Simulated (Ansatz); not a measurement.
Data:

BaCd$_{2}$:
```cif
data_Ba4Cd8
_chemical_formula_sum 'Ba4 Cd8'
_space_group_name_H-M_alt 'Imma'
_space_group_IT_number 74
_space_group_name_Hall '-I 2b 2'
_cell_length_a 5.28462
_cell_length_b 8.45157
_cell_length_c 8.55538
_cell_angle_alpha 90.000
_cell_angle_beta 90.000
_cell_angle_gamma 90.000
loop_
_atom_site_label
_atom_site_type_symbol
_atom_site_symmetry_multiplicity
_atom_site_Wyckoff_symbol
_atom_site_fract_x
_atom_site_fract_y
_atom_site_fract_z
_atom_site_occupancy
Ba1 Ba 4 e 0.00000 0.25000 0.44873 1
Cd1 Cd 8 h 0.00000 0.56633 0.16343 1
```
(The calculation used a cell of 6 atoms; values per cell refer to that cell.)

This is the r²SCAN-relaxed structure.

Task: All from DFT-r²SCAN in the program Ansatz with PAW potentials, unless another level is named. Predict the density of states at the Fermi level.

Result: 0.48 states/eV per atom (mean over ±0.08 eV).

Task: And the formation energy from the elements (no fitted shifts)?

Result: -36 kJ/mol-atom.

The first step of the workflow began from a Materials Project structure, measured or hypothetical; the Crystallography Open Database copy checked does not list it. Whether it is the stable phase at ambient conditions was not checked. Symmetry was held in the r²SCAN relaxation; whether a distortion lowers the energy is not shown. The references are the lowest solids computed at this level, not always the standard phases. Scalar-relativistic: spin–orbit coupling is off unless named, which matters more the heavier the elements.

Potentials: the later of the program's two PAW sets.
